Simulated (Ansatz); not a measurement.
NiO (rock salt)

```xyz
2
Lattice="0.0000 2.1087 2.1087 2.1087 0.0000 2.1087 2.1087 2.1087 0.0000" Properties=species:S:1:pos:R:3 pbc="T T T"
O      0.0000     0.0000     0.0000
Ni     2.1087     2.1087     2.1087
```

Grid over V/V₀ and (c/a)/(c/a)₀, subscript 0 meaning the relaxed cell; the conventional c axis lies along z; no internal relaxation.

Level of theory: PBE (plane waves to 420 eV, PAW, scalar-relativistic; Ansatz, a program for electronic structure). k mesh 19×19×19 (Γ-centred), Fermi-Dirac smearing 0.05 eV. Energies are smeared free energies. Stress and pressure are positive under compression. With partly filled bands, the response to shear is sensitive to the k mesh, so small differences along c/a are uncertain. NiO is run spin-polarised and with no Hubbard U; the real compound is an antiferromagnetic insulator, a state that this run doesn't describe. NiO was relaxed with its symmetry unable to fall. Relaxed NiO ends ferromagnetic. The PAW data are Ansatz's earlier set. The magnetic order is the one the run started from; other orders were not tried. ΔE is measured from the relaxed starting cell.

ΔE (kJ/mol of atoms), with V/V₀ across and (c/a)/(c/a)₀ down:

```tsv
(c/a)/(c/a)₀ \ V/V₀	0.920	0.947	0.973	1.000	1.027	1.053	1.080
0.960	3.9	1.9	0.7	0.3	0.6	1.5	2.9
0.973	3.7	1.6	0.5	0.1	0.4	1.3	2.8
0.987	3.5	1.5	0.4	0.0	0.3	1.3	2.7
1.000	3.5	1.5	0.3	0.0	0.3	1.2	2.7
1.013	3.5	1.5	0.4	0.0	0.3	1.3	2.7
1.027	3.6	1.6	0.5	0.1	0.4	1.3	2.7
1.040	3.8	1.8	0.6	0.2	0.5	1.4	2.8
```

σzz − σxx (GPa), with V/V₀ across and (c/a)/(c/a)₀ down:

```tsv
(c/a)/(c/a)₀ \ V/V₀	0.920	0.947	0.973	1.000	1.027	1.053	1.080
0.960	6.9	5.8	4.9	4.2	3.6	3.2	2.7
0.973	4.4	3.6	3.0	2.5	2.2	1.9	1.7
0.987	2.1	1.7	1.4	1.1	1.0	0.9	0.8
1.000	0.0	0.0	0.0	0.0	0.0	0.0	0.0
1.013	-1.9	-1.6	-1.3	-1.0	-0.8	-0.7	-0.6
1.027	-3.6	-2.9	-2.4	-1.9	-1.6	-1.3	-1.1
1.040	-5.3	-4.2	-3.4	-2.8	-2.3	-1.9	-1.5
```

Key numbers:

The shear modulus C′ = (C11 − C12)/2 (fit, atoms clamped) comes out as 40 GPa. Lowest place on the grid: V/V₀ = 1.000, (c/a)/(c/a)₀ = 1.000 (0 meV/atom). Highest place on the grid: V/V₀ = 0.920, (c/a)/(c/a)₀ = 0.960 (41 meV/atom).

(A scan under strain: stresses follow from slopes of the energy per volume, elastic moduli from its curvatures.)
